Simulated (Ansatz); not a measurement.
# LiPb: energy along a strain

LiPb, R-3m, a = 4.987 Å, c = 6.188 Å (as given, not relaxed at this level: 0.0 GPa). The structure is a COD entry; whether it is the stable form wasn't checked. Ansatz: r2SCAN, PAW, 500 eV, Γ-centred 15×15×15 mesh on 2 atoms, Gaussian smearing 0.15 eV; no spin polarisation. Cell vectors (Å): 2.494 1.440 2.063; -2.494 1.440 2.063; 0.000 -2.879 2.063. The cell is strained by x per cent times the pattern (0 0 1 0 0 0) in the order xx yy zz yz xz xy (engineering shears), with fractional coordinates held. y is the free energy over the start, V0 = 22.213 Å³/atom.

| x (%) | y (meV/atom) |
| --- | --- |
| -2.00 | 0.69 |
| -1.00 | ? |
| 0.00 | 0.00 |
| 0.50 | 0.31 |
| 1.50 | 1.48 |
| 2.00 | 2.32 |

Problem. Fit y = c1 x + c2 x² + c3 x³ to the other rows, get the stiffness along the pattern, and predict the missing energy.

Solution. Least squares on the rows shown. y = 0.4383 x + 0.3763 x² − 0.007658 x³. The clamped-ion stiffness p·C·p = 2 × 3.763 eV × 160.2 / 22.213 Å³ = 54 GPa, which is C33 in these axes; c1 is there for the stress left in the start, which by itself gives a slope of 0.44 meV/atom per %. At x = -1.00 the fit asked for gives -0.05 meV/atom. The run gave -0.06 meV/atom, so the fit is 0.01 meV/atom too high, a small miss on the scale of the series.

Spin–orbit coupling is left out, which can shift energies with elements as heavy as these.